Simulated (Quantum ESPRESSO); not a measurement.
# Strain and stress in Si3GaGe3P

These are calculations, not measurements. They come from pw.x of Quantum ESPRESSO 7.5, a plane-wave density functional program, with PseudoDojo standard norm-conserving files (v0.5 for PBE, v0.4.1 for LDA and PBEsol). The cells are made up: elements, strain and atom displacements were drawn at random, and nothing was relaxed. There is no spin polarisation, spin-orbit coupling or dispersion term.

The cell has 8 sites of a zincblende or diamond lattice. Sites 1 to 4 hold Si Ga Ge Ge; sites 5 to 8 hold P Si Ge Si. Cell vectors in Å: (5.477, -0.082, -0.020); (-0.082, 5.430, 0.036); (-0.020, 0.036, 5.478). Settings: PBE, cutoff 1088 eV, 6 x 6 x 6 k mesh shifted by half a step, Fermi-Dirac smearing of 0.1 eV.

Each run adds the same linear strain along x, y and z to one cell, with the atoms carried along; the vectors above are those of run 4. Stress is positive in tension and P is minus a third of its trace. E is the free energy for each atom above the lowest run shown.

| run | strain (%) | s_xx (GPa) | s_yy (GPa) | s_zz (GPa) | s_xy (GPa) | P (GPa) | E (meV/atom) |
| --- | --- | --- | --- | --- | --- | --- | --- |
| 1 | -1.43 | -13.28 | -13.45 | -12.05 | -5.65 | 12.93 | 98.72 |
| 3 | -0.79 | -10.97 | -11.18 | -9.81 | -5.30 | 10.65 | 70.84 |
| 4 | 0.19 | -7.78 | -8.06 | -6.72 | -4.80 | 7.52 | 37.38 |
| 5 | 0.83 | -5.91 | -6.23 | -4.91 | -4.49 | 5.68 | 21.16 |
| 6 | 1.54 | -4.03 | -4.37 | -3.09 | -4.18 | 3.83 | 8.11 |
| 7 | 2.22 | -2.39 | -2.76 | -1.51 | -3.89 | 2.22 | 0.00 |
| 2 | -1.04 | ? | ? | ? | ? | ? | ? |

A rerun of one of these cells at 1377 eV and k mesh 8 x 8 x 8 moved values by no more than 0.003 eV in the cell's energy, 0.03 GPa in stress and 0.004 eV/Å in force.

## Worked fit

A parabola through the six runs shown gives P = 8.10 - 3.09 e + 0.198 e² GPa, with e in per cent and a scatter of 0.02 GPa. A linear strain of 1 % changes the volume by about 3 %, so the bulk modulus of this cell with clamped atoms is about 103 ± 1 GPa at e = 0. The error is the larger of the fit's own and the change that a cubic makes, rounded up.

## Withheld run

Question: what P should run 2 give?

The fit gives 11.53 GPa. The calculation gave 11.52 GPa.

| run | strain (%) | s_xx (GPa) | s_yy (GPa) | s_zz (GPa) | s_xy (GPa) | P (GPa) | E (meV/atom) |
| --- | --- | --- | --- | --- | --- | --- | --- |
| 2 | -1.04 | -11.85 | -12.05 | -10.66 | -5.44 | 11.52 | 81.13 |